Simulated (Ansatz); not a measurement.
**Si3N4: gradients before and after relaxing the atoms**

Start: an entry of the Crystallography Open Database (COD), taken as it stands.

Space group P6_3/m (No. 176); a = 7.6093, c = 2.9079 Å, γ = 120.00°.

| site | Wyckoff | site symmetry | x | y | z |
| --- | --- | --- | --- | --- | --- |
| Si | 6h | m.. | 0.1742 | 0.7678 | 0.2500 |
| N7 | 2c | -6.. | 0.3333 | 0.6667 | 0.2500 |
| N9 | 6h | m.. | 0.3290 | 0.0390 | 0.2500 |

One atom of each set is listed.

Level of theory: DFT, PBE, plane waves and PAW, scalar-relativistic, 420 eV cutoff, Γ-centred 4×4×10 k-points, Fermi–Dirac smearing 0.02 eV (Ansatz 0.2.0).

The largest force at the start is 1.8 eV/Å. Relaxing the ions at fixed cell moves them by 0.073 Å at most (atom 13, N) and 0.048 Å rms. End positions:

Si (0.1739, 0.7678, 0.2500)
N7 (0.3333, 0.6667, 0.2500)
N9 (0.3298, 0.0298, 0.2500)

```
site  moved (Å)   first shell before   first shell after  V_zz before (10²¹ V/m²)  η before
  Si      0.002   4 N at 1.71–1.79 Å  4 N at 1.73–1.74 Å                     2.78      0.51
  N7      0.000       3 Si at 1.73 Å      3 Si at 1.73 Å                    -5.31      0.00
  N9      0.073  3 Si at 1.71–1.79 Å      3 Si at 1.74 Å                    -4.82      0.04
```

Task: What are V_zz and η after the relaxation?

Result: 

```tsv
site	V_zz after	η after	change of V_zz
Si	0.98	0.41	-1.80
N7	-4.91	0.00	+0.40
N9	-4.95	0.07	-0.13
```

The largest change of V_zz is on Si, from 2.78 to 0.98. In per cent, |V_zz| changes by -65 on Si, -8 to +3 on N (all sites that start above 0.5). On Si V_xx and V_yy change places (or their axes turn by over 50°), so the two values of η hide a larger change.

Before: At this cell the PBE pressure is 6 GPa (principal stresses up to 12 GPa in size), so with PBE the cell would grow if it were relaxed. The entry's cell may itself be off.
After: At this cell the PBE pressure is 5 GPa, so with PBE the cell would grow if it were relaxed.
